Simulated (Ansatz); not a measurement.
One atom moved along a line in ZnInGaO4

Computed with DFT PBEsol, scalar-relativistic, plane waves, PAW in Ansatz 0.2.0. Cutoff 420 eV, Γ-centred 12×12×12 k-points, Gaussian smearing of 0.05 eV. No spin polarisation. Energies are free energies at this smearing, counted from the undisturbed cell; pressure is positive in compression.

Reference structure (as given, not relaxed at this level; it stands at -6.6 GPa, and it needn't be the usual structure):

```
Zn In Ga O
1.0
     1.68033    0.97014    8.71341
    -1.68033    0.97014    8.71341
     0.00000   -1.94027    8.71341
Zn In Ga O
1 1 1 4
Direct
  0.21838 0.21838 0.21838
  0.00277 0.00277 0.00277
  0.78703 0.78703 0.78703
  0.29514 0.29514 0.29514
  0.71136 0.71136 0.71136
  0.12172 0.12172 0.12172
  0.86360 0.86360 0.86360
```

Atom 2 (In) is moved by x along the Cartesian unit vector (0.000, 0.000, 1.000); the cell and all other atoms stay fixed.

```
  x (Å)  ΔE (meV/cell) force along x on the moved atoms (eV/Å) gap on the mesh (eV)
-0.3000          692.3                                     4.39                  0.43
-0.2000          318.1                                     3.07                  0.93
-0.1000           83.5                                     1.60                  1.02
 0.0000            0.0                                     0.06                  0.98
 0.0500           16.5                                    -0.72                  0.94
 0.1000           72.0                                    -1.50                  0.90
 0.1500          165.9                                    -2.26                  0.83
 0.2000          297.5                                    -3.00                  0.72
 0.2500          465.5                                    -3.71                  0.56
 0.3000          668.3                                    -4.39                  0.34
```